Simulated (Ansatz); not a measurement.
Ga₂BiAs, first-principles data

Ga2BiAs:
```xyz
4
Lattice="2.0947 1.2094 6.8999 -2.0947 1.2094 6.8999 0.0000 -2.4188 6.8999" Properties=species:S:1:pos:R:3 pbc="T T T"
Ga     0.0000     0.0000    18.2762
Ga     0.0000     0.0000     7.6183
Bi     0.0000     0.0000    10.3278
As     0.0000     0.0000     0.0025
```

Space group R3m (No. 160); conventional cell a = b = 4.189 Å, c = 20.700 Å, α = β = 90.00°, γ = 120.00°.

Method: plane-wave PAW LDA (Ansatz code). Geometry: relaxed at this level of theory. Other levels are named where they apply.

**Cell and energy**

```
Quantity                                                       Result
-----------------------------------------------------  --------------
Volume per atom                                              26.22 Å³
Density                                                    6.70 g/cm³
Formation energy from the elements (no fitted shifts)  -0.065 eV/atom
```

**Electronic structure**

```
Property                                                                    Result
------------------------------------  --------------------------------------------
Electronic character                                             metallic (no gap)
Density of states at the Fermi level  0.09 states/eV per atom (mean over ±0.08 eV)
```

**Mechanics**

```
Quantity                               Value
----------------------------------  --------
Bulk modulus (Birch–Murnaghan fit)  55.2 GPa
Pressure derivative B′                   4.6
```

**Phonons**

```
Property                                        Value
-----------------------------  ----------------------
Highest zone-centre frequency               245 cm^-1
Zone-centre stability          no imaginary mode at Γ
```

The first step of the workflow began from a Materials Project structure, measured or hypothetical; the Crystallography Open Database copy checked does not list it. Its standing as an ambient phase is unchecked. Symmetry was held in the LDA relaxation. As this level gives no gap, phonon frequencies hold no LO–TO term and depend on the k-mesh and smearing (Fermi–Dirac, 0.1 eV here). The references are the lowest solids computed at this level, not always the standard phases. Scalar-relativistic: spin–orbit coupling is off unless named, which matters more the heavier the elements.

Potentials: the later of the program's two PAW sets.
